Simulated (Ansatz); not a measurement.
GaP:
Space group I-4m2 (No. 119); a = b = 4.8176 Å, c = 2.7580 Å, α = β = γ = 90.00°

```json
[
 {"atom": "Ga", "site": "2c", "symmetry": "-4m2", "x": "0.0000", "y": "0.5000", "z": "0.2500"},
 {"atom": "P", "site": "2a", "symmetry": "-4m2", "x": "0.0000", "y": "0.0000", "z": "0.0000"}
]
```
(The calculation used a cell of 2 atoms; values per cell refer to that cell.)

Relaxed at zero pressure with PBEsol (plane waves, PAW; program Ansatz).

### Question
The volume is raised by 3 % and shape and atoms relax at that volume. What pressure results, and how do the axes share the change?

### Answer
-2.4 GPa; a 0.6 %, b 0.6 %, c 1.8 %; the energy rises by 4 meV/atom.

### Question
Give the new structure.

### Answer

Space group I-4m2 (No. 119); a = b = 4.8469 Å, c = 2.8066 Å, α = β = γ = 90.00°

| atom | site | symmetry | x | y | z |
|---|---|---|---|---|---|
| Ga | 2c | -4m2 | 0.0000 | 0.5000 | 0.2500 |
| P | 2a | -4m2 | 0.0000 | 0.0000 | 0.0000 |

The phase is kept; no other phase was compared at this pressure.

The workflow started from a Materials Project entry (that database holds measured and hypothetical structures alike); the Crystallography Open Database copy checked does not list it. It is not the phase usual at ambient conditions (space group No. 216). The PBEsol relaxation kept the symmetry of its start; its stability against distortions is not shown here. Spin–orbit coupling is left out wherever it is not named.

Potentials: the later of the program's two PAW sets.
